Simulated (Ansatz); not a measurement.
GaAs:
```xyz
2
Lattice="0.0000 2.8722 2.8722 2.8722 0.0000 2.8722 2.8722 2.8722 0.0000" Properties=species:S:1:pos:R:3 pbc="T T T"
As     4.3084     4.3084     4.3084
Ga     0.0000     0.0000     0.0000
```

Relaxed with PBE.

Question: Give the optical modes at the zone centre with their infrared activity from DFPT, DFT-PBE in the program Ansatz with PAW potentials.

Answer: Transverse frequencies, without the LO–TO term; a row sums one degenerate level.

```tsv
ω (cm⁻¹)	degeneracy	IR ((D/Å)²/amu)	activity	symmetry
252	3	9.39	IR	T2
```

Question: How high does the top mode go among those that the LO–TO term moves?

Answer: 269 cm⁻¹ for q along x.

Space group F-43m (zinc blende). Symmetry was held in the PBE relaxation; phonons on a q-mesh show no instability.

Potentials: the later of the program's two PAW sets.
